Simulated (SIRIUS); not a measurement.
How a calculation on Ge₃PbSe₄ (Pm, 8 atoms in the cell; from Materials Project mp-1224389) responds to its settings

```
Ge3PbSe4
1.0
    4.59551     0.00000     0.00000
    0.00000     3.99623     0.00000
   -0.00948     0.00000    11.48214
Ge Pb Se
3 1 4
Direct
  0.12680   0.00000   0.87420
  0.62610   0.50000   0.63110
  0.87820   0.50000   0.12500
  0.40830   0.00000   0.38750
  0.50930   0.00000   0.13780
  0.98950   0.00000   0.65220
  0.49310   0.50000   0.84660
  0.96870   0.50000   0.34550
```

Base run A: LDA (PW92), GBRV LDA ultrasoft pseudopotentials (SIRIUS), self-consistent single point.

Its settings: parameters.ngridk = 3 3 1; parameters.xc_functionals = [XC_LDA_X, XC_LDA_C_PW]; parameters.gk_cutoff = 6.325 1/bohr; parameters.pw_cutoff = 14.143 1/bohr; parameters.smearing = fermi_dirac; parameters.smearing_width = 0.000734986 Ha; potentials = GBRV LDA ultrasoft pseudopotentials; parameters.electronic_structure_method = pseudopotential; parameters.num_bands = 48; parameters.num_mag_dims = 0; parameters.num_dft_iter = 100; parameters.energy_tol = 1e-07 Ha; parameters.density_tol = 1e-06; mixer.type = broyden2; mixer.beta = 0.7; mixer.use_hartree = true.

Spin-orbit coupling is left out, which matters for bands and gaps with elements this heavy. The structure comes from a collection of computed structures, made at another level of theory; the collection holds predicted forms beside known ones.

ΔF is the free energy per atom less that of run A. 

A variant of run A gave: the free energy rises by 12.3 meV/atom, the pressure goes from -3.76 to -4.50 GPa and the largest force goes from 0.513 to 0.636 eV/Å.

Q: Name the change that produced these shifts.
(A) lattice vector c scaled by 0.98
(B) lattice vector c scaled by 1.01
(C) lattice vector c scaled by 1.02
(D) lattice vector c scaled by 0.99

A: C, lattice vector c scaled by 1.02. That run gave: ΔF (meV/atom) 12.3; pressure (GPa) -4.50; largest force (eV/Å) 0.636.

The base and the other variants:

```json
[
 {"change": "base", "ΔF (meV/atom)": "0.00", "pressure (GPa)": "-3.76", "largest force (eV/Å)": "0.513"},
 {"change": "lattice vector c scaled by 0.98", "ΔF (meV/atom)": "-7.1", "pressure (GPa)": "-2.87", "largest force (eV/Å)": "0.504"},
 {"change": "lattice vector c scaled by 0.99", "ΔF (meV/atom)": "-4.3", "pressure (GPa)": "-3.34", "largest force (eV/Å)": "0.454"},
 {"change": "lattice vector c scaled by 1.01", "ΔF (meV/atom)": "5.6", "pressure (GPa)": "-4.15", "largest force (eV/Å)": "0.575"}
]
```
